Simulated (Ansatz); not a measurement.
Relaxed-ion elastic tensor of TiS$_{2}$ (CdI2 type, P-3m1) in GPa (Voigt order), LDA in the plane-wave PAW code Ansatz; density 3.59 g/cm³, 17.28 Å³ per atom.

```json
[
 {"": "1", "1": "154", "2": "30.4", "3": "14.5", "4": "-4.9", "5": "0.0", "6": "0.0"},
 {"": "2", "1": "30.4", "2": "154", "3": "14.5", "4": "4.9", "5": "0.0", "6": "0.0"},
 {"": "3", "1": "14.5", "2": "14.5", "3": "64.3", "4": "0.0", "5": "0.0", "6": "0.0"},
 {"": "4", "1": "-4.9", "2": "4.9", "3": "0.0", "4": "21.7", "5": "0.0", "6": "0.0"},
 {"": "5", "1": "0.0", "2": "0.0", "3": "0.0", "4": "0.0", "5": "21.7", "6": "-4.9"},
 {"": "6", "1": "0.0", "2": "0.0", "3": "0.0", "4": "0.0", "5": "-4.9", "6": "61.9"}
]
```

Problem. Is the crystal mechanically stable?

Solution. Yes: the smallest eigenvalue of C is 21.2 GPa.

Problem. Work out the Voigt, Reuss and Hill averages.

Solution. K_V = 54.6, K_R = 44.8, K_H = 49.7; G_V = 41.9, G_R = 32.2, G_H = 37.1 GPa.

Problem. Give Young's modulus, Poisson's ratio, Pugh's ratio and the universal anisotropy index.

Solution. E = 9KG/(3K + G) = 89.1 GPa; ν = 0.20; K/G = 1.34 (brittle by the Pugh limit of 1.75); A_U = 5G_V/G_R + K_V/K_R − 6 = 1.72.

Problem. Estimate the sound speeds and the Debye temperature.

Solution. v_l = √((K + 4G/3)/ρ) = 5260 m/s, v_t = √(G/ρ) = 3210 m/s, mean 3550 m/s; Θ = (h/k)(3n/4πV)^(1/3) v_m = 409 K.

Problem. How much does each axis shrink under pressure?

Solution. Linear compressibilities β_i = Σ_j S_ij (j = 1 to 3): x 4.4, y 4.4, z 14 per TPa.

Symmetry was held in the LDA relaxation; phonons on a q-mesh show no instability. The run is not spin-polarised. A crystal of weakly bound layers computed without a dispersion correction: the cell and the soft elastic constants depend strongly on that. As this level gives no gap, shear constants depend on the k-mesh and smearing (Fermi–Dirac, 0.1 eV here).

Potentials: the later of the program's two PAW sets.
